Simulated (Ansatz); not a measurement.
An Ansatz (an electronic-structure program) run. Input:

Ansatz 0.2 input:
```yaml
crystal:
  lattice:
    - [3.9445542631, 0.0, 0.0]
    - [0.0, 3.9445542631, 0.0]
    - [0.0, 0.0, 3.6486780956]
  atoms:
    - { symbol: Sr, position: [0.5, 0.5, 0.5], spin: 0.0 }
    - { symbol: V, position: [0.0, 0.0, 0.0], spin: 1.98 }
    - { symbol: O, position: [0.5, 0.0, 0.0], spin: 0.0 }
    - { symbol: O, position: [0.0, 0.5, 0.0], spin: 0.0 }
    - { symbol: H, position: [0.0, 0.0, 0.5], spin: -0.02 }
kpoints:
  mp_grid: { grid: [10, 10, 11] }
hamiltonian:
  xc: r2scan
  pseudopotentials: { kind: paw }
magnetization: { spin_polarized: true }
scf:
  occupations: { method: gaussian, width: 0.05 }
checkpoint: { read: metal.run }
output: { write_density: true, elf: true, volumetric_format: npy }
basis: { fft_grid_basis: typed }
```

Output (shortened):

```
Pseudopotential: Sr, paw, valence charge 10
Pseudopotential: V, paw, valence charge 13
Pseudopotential: O, paw, valence charge 6
Pseudopotential: H, paw, valence charge 1
Functional definition: r2SCAN
Crystal: 5 atoms, lattice volume = 56.772 Å³
Basis set: ecut = 500 eV, 1445 PW (Γ), exchange–correlation on 120×120×108 points (64 copies of the dense FFT grid, shifted against one another)
Bands: 29, of which v1, the nominal top of the filled ones, is band 18 counted from 1 (17 counted from 0)
Symmetry: 16 space group operations
Space group: P4/mmm (ITA 123), of the structure as read, at distance tolerance 3.8e-5 Å
k-points: 126 of 1100
Stability of the state it starts from, as read at its close in the collinear treatment (another_mixer)
Starting moments: Σ|m| = 2 μB on 2 of 5 sites; this step starts from the density that it was given
iter 1 solved again at ethr=6.23e-6 eV; its pass at ethr=3.10e-3 eV (dr2=2.24e-3 eV) is discarded
SCF iter   1: F=—  HF=-7631.360235 eV  |F-HF|=—  |Δ(HF+E_count)|=         —  Δρ=3.06e-6 (↑3.00e-6 ↓3.06e-6)  dr2=1.24e-8  dr2_τ=1.40e-9  dr2_m=4.18e-10  M=2.000 μB ∫|m|=2.098 μB  β_m=1.20  ethr=6.23e-6  ⟨swp⟩=2.9  Hψ=55658  notcnv=0
preconditioner: auto → Kerker (q_TF=auto, 2.529 Å⁻¹)
spin=Collinear: Kerker preconditioning applied to the charge; magnetization (m = ρ↑ − ρ↓) channel mixes plain (no charge-response kernel on spin).
SCF iter   2: F=—  HF=-7631.360240 eV  |F-HF|=—  |Δ(HF+E_count)|=   5.01e-6  Δρ=1.78e-6 (↑1.65e-6 ↓1.78e-6)  dr2=3.17e-9  dr2_τ=1.47e-9  dr2_m=4.56e-10  M=2.000 μB ∫|m|=2.098 μB  β_m=1.20  ethr=3.43e-11  ⟨swp⟩=8.0  Hψ=35706  notcnv=0  κ⁻¹=1.0e0(r=1)
SCF iter   3: F=-7631.360240 eV  HF=-7631.360240 eV  |F-HF|=8.12e-10  |Δ(HF+E_count)|=  5.61e-10  Δρ=9.70e-7 (↑9.70e-7 ↓9.53e-7)  dr2=1.19e-9  dr2_τ=1.85e-10  dr2_m=5.95e-11  M=2.000 μB ∫|m|=2.098 μB  ethr=8.81e-12  ⟨swp⟩=1.0  Hψ=18515  notcnv=0
SCF 1 converged in 3 iterations: F = -7631.360240 eV  dr2 = 1.19e-9
Stability not checked (another_mixer)
SCF converged after 3 iterations
Magnetization: 2.0000 μB (19.0000 up, 17.0000 down)
Absolute magnetization: 2.1033 μB (∫|ρ↑−ρ↓|, with the PAW one-centre terms)
Spin contamination: 0.0178 ħ² per cell (⟨S²⟩ above its minimum at these occupations)
Per-site moments (μB) at R_I (Å): [(0.008233142450845266, 1.1082432649076734), (1.3560558820680375, 0.7525398572175), (0.016280571447084287, 0.8135643167643751), (0.016280571447083766, 0.8135643167643751), (0.003922905336592295, 0.7525398572175)]
Free energy (F): -7631.360240 eV
Harris-Foulkes:  -7631.360240 eV  (|F-HF|=8.12e-10)
Internal energy: -7631.357314 eV  (E = F + TS)
E sigma→0 (E₀):  -7631.358777 eV
Entropy (-TS):   -0.002926 eV (-0.585 meV/atom)
Fermi energy:    11.719497 eV
--- Per-component energies (eV) ---
  E_band       = -283.297711
  E_kinetic    = 951.002898
  E_local      = -2466.750008  (includes V_loc(G=0)·N_el)
  E_nonlocal   = 253.133858
  E_hartree    = 926.925992
  E_xc         = -448.709774
  E_vxc        = -589.038288  (∫ρ·V_xc dr)
  E_paw        = -4158.293580  (= ΣΔE_a)
  E_vpaw       = -321.218619  (= ΣTr[D̂ρ^β])
  E_aug_tail   = 0.001787  (compensation charges beyond the density's cutoff)
  E_vtau       = 35.717703  (kinetic-family band-sum trace: ∫τ·v_τ [+ j·A + Jᵃ·Aᵃ] dr)
  E_ewald      = -2688.192787
  E_core_change = -0.475699  (= ΣΔE_core)
  E_smearing   = -0.002926  (= −TS)
  E_closure    =  0.000000  (closes the sum)
  Σ components = -7631.360240   (vs F -7631.360240, Δ=0.00e0)
  [band-id]    e_kinetic+e_local+e_nonlocal+2·e_hartree+e_vxc+e_vpaw+e_augmentation_tail+e_vtau = -283.298684   (vs E_band -283.297711, Δ=-9.73e-4)
--- Band table (eV; the first three rows and the last of 252) ---
  k-point 0 ↑: bands = ["-56.5129", "-29.3058", "-29.3058", "-29.2490", "-24.6253", "-8.8756", "-8.1493", "-6.0552", "-6.0552", "-5.8662", "4.9334", "6.5522", "6.5522", "7.4070", "7.9940", "8.5720", "8.5720", "10.2067", "10.2067", "10.6974", "13.2122", …
  k-point 1 ↑: bands = ["-56.5128", "-29.3057", "-29.3057", "-29.2516", "-24.6214", "-8.9267", "-8.1438", "-6.0478", "-6.0478", "-5.8199", "4.9240", "6.5175", "6.5175", "7.4666", "7.8927", "8.5466", "8.5466", "10.1809", "10.1809", "10.7109", "13.2139", …
  k-point 2 ↑: bands = ["-56.5125", "-29.3053", "-29.3053", "-29.2585", "-24.6110", "-9.0574", "-8.1288", "-6.0277", "-6.0277", "-5.7011", "4.8710", "6.4207", "6.4207", "7.6385", "7.6924", "8.4902", "8.4902", "10.1088", "10.1088", "10.7476", "13.2178", …
  k-point 125 ↓: bands = ["-54.2922", "-27.3217", "-27.3217", "-26.5524", "-24.5395", "-7.9720", "-7.9720", "-6.3519", "-6.2077", "-6.2077", "4.7952", "5.5591", "5.9565", "6.7968", "7.0152", "7.0152", "9.0821", "13.3678", "14.6997", "14.6997", "14.8109", …
```

Cost: about 40 core-seconds (a rough figure) on shared cores.

The start of the workflow was typed in or built on a structure type; neither database checked (COD, Materials Project) lists it. Its standing as an ambient phase is unchecked. Symmetry was held in the r²SCAN relaxation; whether a distortion lowers the energy is not shown. Spin order of the final state: ferromagnetic, the only order run, not a proven ground state. The cell computed holds one magnetic atom, so no antiferromagnetic order was within reach. Other orbital occupations within this spin state were not tried. No Hubbard U is applied. The compound may be a true metal, but semilocal functionals without U, or a wrong spin order, can also close a gap. Spin–orbit coupling is left out wherever it is not named.

Potentials: the later of the program's two PAW sets.

Ansatz is a plane-wave DFT program.
